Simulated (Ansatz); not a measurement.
GePt2:
Space group P-62m (No. 189); a = 6.7069 Å, b = 6.7069 Å, c = 3.5740 Å, α = 90.00°, β = 90.00°, γ = 120.00°

| atom | site | symmetry | x | y | z |
|---|---|---|---|---|---|
| Ge | 2c | -6.. | 0.3333 | 0.6667 | 0.0000 |
| Ge | 1b | -62m | 0.0000 | 0.0000 | 0.5000 |
| Pt | 3g | m2m | 0.3802 | 0.3802 | 0.5000 |
| Pt | 3f | m2m | 0.0000 | 0.2808 | 0.0000 |

Relaxed at zero pressure with r²SCAN in the plane-wave PAW code Ansatz.

Q: The volume is lowered by 9 % and shape and atoms relax at that volume. What pressure results, and how do the axes share the change?

A: 24.0 GPa; a -2.1 %, b -2.1 %, c -5.1 %; the energy rises by 94 meV/atom.

Q: Give the new structure.

A: 
Space group P-62m (No. 189); a = b = 6.5683 Å, c = 3.3910 Å, α = β = 90.00°, γ = 120.00°

| atom | site | symmetry | x | y | z |
|---|---|---|---|---|---|
| Ge | 2c | -6.. | 0.3333 | 0.6667 | 0.0000 |
| Ge | 1b | -62m | 0.0000 | 0.0000 | 0.5000 |
| Pt | 3g | m2m | 0.3857 | 0.3857 | 0.5000 |
| Pt | 3f | m2m | 0.0000 | 0.2769 | 0.0000 |

The phase is kept; no other phase was compared at this pressure.

The first step of the workflow began from a Materials Project structure, measured or hypothetical; the Crystallography Open Database copy checked does not list it. Its standing as an ambient phase is unchecked. Symmetry was held in the r²SCAN relaxation; its stability against distortions is not shown here. No spin polarisation was allowed. Spin–orbit coupling is left out wherever it is not named.

Potentials: the later of the program's two PAW sets.
